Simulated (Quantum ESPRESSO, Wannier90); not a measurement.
Ge (P6₃/mmc, model phase), plane waves to Wannier functions

```yaml
crystal:
  lattice:
    - [3.99759, 0.00000, 0.00000]
    - [-1.99879, 3.46201, 0.00000]
    - [0.00000, 0.00000, 6.59938]
  atoms:
    - { symbol: Ge, position: [0.66667, 0.33333, 0.06290] }
    - { symbol: Ge, position: [0.33333, 0.66667, 0.93710] }
    - { symbol: Ge, position: [0.33333, 0.66667, 0.56290] }
    - { symbol: Ge, position: [0.66667, 0.33333, 0.43710] }
```

Materials Project entry mp-1007760; symmetrised, unrelaxed at this level. This isn't the element's usual structure (diamond); take it as a model of another phase. Level: PBEsol, no spin polarisation, no spin-orbit coupling; pw.x of Quantum ESPRESSO at 63 Ry with PseudoDojo potentials, 12×12×4 k-points, Wannier90. Density: 12×12×6 mesh, cold smearing 0.01 Ry. Spin-orbit coupling, left out, would split the p-like bands by a few tenths of an eV.

The plane-wave run has 46 bands and 56 electrons a cell. On the energy scale of pw.x, whose zero is arbitrary, the Fermi level lies at 9.36 eV.

Isolated groups of bands, relative to the Fermi level (bands from 21 on overlap up to the last one computed):

| bands | from (eV) | to (eV) | filling | weight on atomic waves |
|---|---|---|---|---|
| 1–20 | -25.01 | -24.63 | filled | Ge 3d 100 % |

Input w.win, without the blocks of cell, atoms and k-points (576 lines):

```
num_bands = 26
num_wann = 16
exclude_bands = 1-20
num_iter = 1000
conv_tol = 1.0e-6
conv_window = 4
dis_num_iter = 1000
dis_conv_tol = 1.0e-6
dis_froz_max = 16.61
write_hr = true
write_u_matrices = true
begin projections
f=-0.34350,0.33683,0.06427: s;p
f=0.32927,-0.32429,-0.06571: s;p
f=0.32229,-0.34106,-0.43240: s;p
f=-0.31939,0.33852,0.43876: s;p
end projections
mp_grid = 12 12 4
```

wannier90.x stops with:
```
dis_windows: More states in the frozen window than target WFs
```
At some k-point more bands lie below dis_froz_max than there are Wannier functions, and every frozen state has to fit into the subspace. Mended as below, all else unchanged, the run goes through (Ω_I = 25.7 Å²) and follows the plane-wave bands to 3.4 meV rms (states up to 1.0 eV relative to the Fermi level).
```
dis_froz_max = 10.86
```
